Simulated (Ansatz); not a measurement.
Bands of Li₃Au

```yaml
crystal:
  lattice:
    - [0.00000, 3.10672, 3.10672]
    - [3.10672, 0.00000, 3.10672]
    - [3.10672, 3.10672, 0.00000]
  atoms:
    - { symbol: Li, position: [0.25000, 0.25000, 0.25000] }
    - { symbol: Li, position: [0.50000, 0.50000, 0.50000] }
    - { symbol: Li, position: [0.75000, 0.75000, 0.75000] }
    - { symbol: Au, position: [0.00000, 0.00000, 0.00000] }
```

Atoms are numbered in the order listed.

The cell is the one relaxed in the Materials Project (mp-11247), not relaxed further here; entries there can be hypothetical.

No spin–orbit coupling, which matters for the heavy atoms here.

Level of theory: Ansatz 0.2.0, DFT, LDA, all-electron LAPW, scalar-relativistic.

The runs use a Γ-centred 11×11×11 k mesh, Fermi–Dirac smearing of 0.03 eV, basis error target 0.5 meV/atom, no spin polarisation.

Points in fractions of the reciprocal vectors of this cell: Γ (0, 0, 0), X (0.5, 0, 0.5), U (0.625, 0.25, 0.625), K (0.375, 0.375, 0.75), L (0.5, 0.5, 0.5), W (0.5, 0.25, 0.75). The path joins them by straight lines in the order Γ–X–U–K–Γ–L–W–X; legs that retrace an earlier one aren't tabulated. Energies are in eV from the Fermi level.

Q: Metal or insulator at this level of theory?

A: No gap opens: metallic or semimetallic.

Q: Tabulate bands 18 to 24, counted from the lowest band of the run, along the path.

A: 
```csv
k (1/Å),point,band 18,band 19,band 20,band 21,band 22,band 23,band 24
0.00,Γ,-4.58,-4.18,-4.18,4.04,4.04,4.04,5.99
0.14,,-4.56,-4.20,-4.17,3.56,3.56,3.96,6.02
0.29,,-4.51,-4.26,-4.15,2.70,2.70,3.61,5.04
0.43,,-4.42,-4.32,-4.12,1.84,1.84,2.66,4.45
0.58,,-4.31,-4.30,-4.08,1.10,1.10,1.39,4.23
0.72,,-4.20,-4.05,-4.04,0.16,0.51,0.51,4.13
0.87,,-4.10,-4.03,-3.53,-0.87,0.13,0.13,4.08
1.01,X,-4.07,-4.02,-3.20,-1.36,0.00,0.00,4.07
1.06,,-4.07,-4.02,-3.21,-1.35,-0.02,0.01,4.09
1.11,,-4.07,-4.03,-3.23,-1.32,-0.09,0.06,4.17
1.16,,-4.08,-4.05,-3.27,-1.28,-0.18,0.14,4.29
1.22,,-4.09,-4.08,-3.32,-1.21,-0.29,0.25,4.44
1.27,,-4.11,-4.10,-3.39,-1.12,-0.42,0.39,4.59
1.32,,-4.14,-4.12,-3.46,-1.02,-0.54,0.55,4.74
1.37,U,-4.17,-4.13,-3.54,-0.90,-0.65,0.74,4.88
1.46,,-4.20,-4.13,-3.57,-0.92,-0.57,0.77,5.04
1.55,,-4.23,-4.12,-3.58,-1.01,-0.37,0.71,5.35
1.63,,-4.25,-4.12,-3.58,-1.05,-0.21,0.62,5.70
1.72,,-4.25,-4.12,-3.58,-1.05,-0.21,0.62,5.70
1.81,,-4.23,-4.12,-3.58,-1.01,-0.37,0.71,5.35
1.90,,-4.20,-4.13,-3.57,-0.92,-0.57,0.77,5.04
1.99,K,-4.17,-4.13,-3.54,-0.90,-0.65,0.74,4.88
2.14,,-4.26,-4.20,-3.79,-0.83,-0.45,1.42,5.19
2.29,,-4.31,-4.28,-3.92,-0.63,0.14,2.27,5.41
2.45,,-4.36,-4.32,-4.01,0.00,0.85,3.24,5.61
2.60,,-4.45,-4.29,-4.11,0.96,1.67,4.28,5.29
2.75,,-4.52,-4.24,-4.16,2.13,2.58,4.58,5.42
2.91,,-4.56,-4.20,-4.18,3.35,3.51,4.18,6.03
3.06,Γ,-4.58,-4.18,-4.18,4.04,4.04,4.04,5.99
3.19,,-4.57,-4.18,-4.18,3.42,3.96,3.96,6.09
3.31,,-4.54,-4.20,-4.20,2.29,3.77,3.77,6.01
3.44,,-4.51,-4.20,-4.20,1.11,3.55,3.55,5.59
3.56,,-4.41,-4.17,-4.17,0.01,3.35,3.35,5.18
3.69,,-4.20,-4.13,-4.13,-0.96,3.18,3.18,4.86
3.81,,-4.08,-4.08,-3.87,-1.74,3.06,3.06,4.66
3.94,L,-4.07,-4.07,-3.66,-2.10,3.02,3.02,4.60
4.04,,-4.09,-4.07,-3.67,-2.05,2.67,2.78,4.84
4.14,,-4.14,-4.08,-3.68,-1.92,1.98,2.29,5.26
4.24,,-4.20,-4.10,-3.68,-1.71,1.24,1.74,5.53
4.34,,-4.26,-4.12,-3.66,-1.44,0.54,1.21,5.68
4.45,,-4.25,-4.13,-3.60,-1.14,-0.06,0.71,5.75
4.55,,-4.29,-4.09,-3.50,-0.83,-0.48,0.29,5.79
4.65,W,-4.36,-4.07,-3.45,-0.64,-0.64,0.06,5.80
4.72,,-4.30,-4.07,-3.44,-0.79,-0.50,0.06,5.63
4.80,,-4.25,-4.07,-3.41,-0.94,-0.36,0.05,5.27
4.87,,-4.16,-4.07,-3.37,-1.08,-0.24,0.04,4.89
4.94,,-4.10,-4.07,-3.31,-1.20,-0.14,0.03,4.54
5.01,,-4.07,-4.05,-3.26,-1.29,-0.06,0.01,4.28
5.08,,-4.07,-4.03,-3.22,-1.34,-0.02,0.00,4.12
5.16,X,-4.07,-4.02,-3.20,-1.36,0.00,0.00,4.07
```
